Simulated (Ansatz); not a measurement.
Here is the system:

MgO:
```cif
data_Mg2O2
_chemical_formula_sum 'Mg2 O2'
_space_group_name_H-M_alt 'P63/mmc'
_space_group_IT_number 194
_space_group_name_Hall '-P 6c 2c'
_cell_length_a 3.48676
_cell_length_b 3.48676
_cell_length_c 4.18904
_cell_angle_alpha 90.000
_cell_angle_beta 90.000
_cell_angle_gamma 120.000
loop_
_atom_site_label
_atom_site_type_symbol
_atom_site_symmetry_multiplicity
_atom_site_Wyckoff_symbol
_atom_site_fract_x
_atom_site_fract_y
_atom_site_fract_z
_atom_site_occupancy
Mg1 Mg 2 c 0.33333 0.66667 0.25000 1
O1 O 2 d 0.66667 0.33333 0.25000 1
```

This is the r²SCAN-relaxed structure.

All from the program Ansatz at the r²SCAN level (PAW), unless another level is named. Give the band gap.

4.09 eV (direct).

Give the hole effective mass.

0.43, 2.0, 2.0 mₑ (principal values).

Next, the electron effective mass?

0.36, 0.36, 0.40 mₑ (principal values).

Next, the HSE06 gap on the r²SCAN cell?

5.04 eV.

Predict the formation energy from the elements (no fitted shifts).

-2.88 eV/atom.

Give the valence-band maximum.

at Γ.

Space group P6_3/mmc. The workflow started from a Materials Project entry (that database holds measured and hypothetical structures alike); the Crystallography Open Database copy checked does not list it. It is not the phase usual at ambient conditions (space group No. 225). Symmetry was held in the r²SCAN relaxation; whether a distortion lowers the energy is not shown. The references are the lowest solids computed at this level, not always the standard phases (solids in place of the gases).

Potentials: the earlier of the program's two PAW sets. The files were generated under PBE; for other functionals the program regenerates the frozen cores, and for LDA and PBEsol the local potential too.
